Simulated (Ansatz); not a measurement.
## KCl: reading a single point

```
K Cl
1.0
     0.00000    3.22306    3.22306
     3.22306    0.00000    3.22306
     3.22306    3.22306    0.00000
K Cl
1 1
Cartesian
  0.0000 0.0000 0.0000
  3.2231 3.2231 3.2231
```

Level: r2SCAN, no spin polarisation; 500 eV; 7×7×7 Γ-centred mesh; gaussian occupations (width 0.0183 eV); Ansatz 0.2.0, fixed geometry.

Q: Is there a gap, and of what kind?

A: The gap is 5.58 eV, direct at the points sampled. A semilocal functional usually gives too small a gap.

Q: Is it stable against the elements?

A: -2.23 eV an atom against the elements' usual phases (free molecules for gases, crystals otherwise, with no correction for O₂ or N₂), so it is bound against them; other compounds may still compete. Relaxing would lower it.

Q: What do density and ELF say about some of the short contacts?

A: K–Cl at 3.22 Å: least valence density 0.07 e/Å³ and ELF 0.03 there, a closed-shell (ionic or weak) contact. These are pseudo-fields; inside the PAW spheres they differ from the all-electron ones.

Q: What is the character of the valence top and the conduction bottom?

A: Within 0.7 eV of the edges, the states project mainly on Cl p (97 %) below the gap and on K s (80 %) and Cl s (14 %) above it.

Q: How is the charge shared?

A: Bader charges in e: K +0.87, Cl -0.87. In the mean K gives up most and Cl takes most.

Origin: a database entry at a rescaled volume.
